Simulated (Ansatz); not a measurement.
Relaxed-ion elastic tensor of Al2O3 in space group Cmc2_1 (No. 36; Al on 8b, O on 4a, O on 8b) in GPa (Voigt order), r²SCAN (plane waves, PAW; program Ansatz); density 2.58 g/cm³, 13.13 Å³ per atom.

|  | 1 | 2 | 3 | 4 | 5 | 6 |
|---|---|---|---|---|---|---|
| 1 | 235 | 72.5 | 50.4 | 0.0 | 0.0 | 0.0 |
| 2 | 72.5 | 142 | 35.7 | 0.0 | 0.0 | 0.0 |
| 3 | 50.4 | 35.7 | 172 | 0.0 | 0.0 | 0.0 |
| 4 | 0.0 | 0.0 | 0.0 | 67.2 | 0.0 | 0.0 |
| 5 | 0.0 | 0.0 | 0.0 | 0.0 | 26.3 | 0.0 |
| 6 | 0.0 | 0.0 | 0.0 | 0.0 | 0.0 | 36.2 |

Is the crystal mechanically stable?

Yes: the smallest eigenvalue of C is 26.3 GPa.

Work out the Voigt, Reuss and Hill averages.

K_V = 96.2, K_R = 90.1, K_H = 93.1; G_V = 52.0, G_R = 44.1, G_H = 48.0 GPa.

Give Young's modulus, Poisson's ratio, Pugh's ratio and the universal anisotropy index.

E = 9KG/(3K + G) = 123 GPa; ν = 0.28; K/G = 1.94 (ductile by the Pugh limit of 1.75); A_U = 5G_V/G_R + K_V/K_R − 6 = 0.96.

Estimate the sound speeds and the Debye temperature.

v_l = √((K + 4G/3)/ρ) = 7810 m/s, v_t = √(G/ρ) = 4320 m/s, mean 4810 m/s; Θ = (h/k)(3n/4πV)^(1/3) v_m = 607 K.

Solve the Christoffel equation for the three sound speeds along x, y, z.

Eigenvalues of C_ijkl n_j n_l equal ρv² (piezoelectric stiffening left out). In km/s, slowest first: x 3.19, 3.75, 9.55; y 3.75, 5.11, 7.42; z 3.19, 5.11, 8.16.

How much does each axis shrink under pressure?

Linear compressibilities β_i = Σ_j S_ij (j = 1 to 3): x 1.8, y 5.1, z 4.2 per TPa.

The first step of the workflow began from a Materials Project structure, measured or hypothetical; the Crystallography Open Database copy checked does not list it. It is not the phase usual at ambient conditions (space group No. 167). The cell was relaxed with r²SCAN under the symmetry of its start; its stability against distortions is not shown here.

Potentials: the later of the program's two PAW sets.
